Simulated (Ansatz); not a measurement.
Values for one crystal, relaxed and computed with plane-wave PAW PBEsol (Ansatz code); other levels are named.

| Property | Result |
|---|---|
| Volume per atom | 10.78 Å³ |
| Electronic character | metallic (no gap) |
| Density of states at the Fermi level | 1.1 states/eV per atom (mean over ±0.08 eV) |
| Bulk modulus (Birch–Murnaghan fit) | 205 GPa |
| Pressure derivative B′ | 4.0 |
| Formation energy from the elements (no fitted shifts) | -2257 meV/atom |

### Question
Which compound is it?
A) YTaN3, cubic perovskite
B) CrO2, rutile
C) LaCoO3, cubic perovskite
D) CdO, rock salt

### Answer
C, LaCoO3, cubic perovskite

Space group Pm-3m (cubic perovskite). The workflow started from an entry of the Crystallography Open Database (COD), which files this formula under 3 space groups. Whether it is the stable phase at ambient conditions was not checked. The cell was relaxed with PBEsol under the symmetry of its start; whether a distortion lowers the energy is not shown. Spin order of the final state: ferromagnetic, the only order run, not a proven ground state. The cell computed holds one magnetic atom, so no antiferromagnetic order was within reach. No Hubbard U is applied. The compound may be a true metal, but semilocal functionals without U, or a wrong spin order, can also close a gap. The references are the lowest solids computed at this level, not always the standard phases (solids in place of the gases). Scalar-relativistic: spin–orbit coupling is off unless named, which matters more the heavier the elements.

Potentials: the later of the program's two PAW sets.
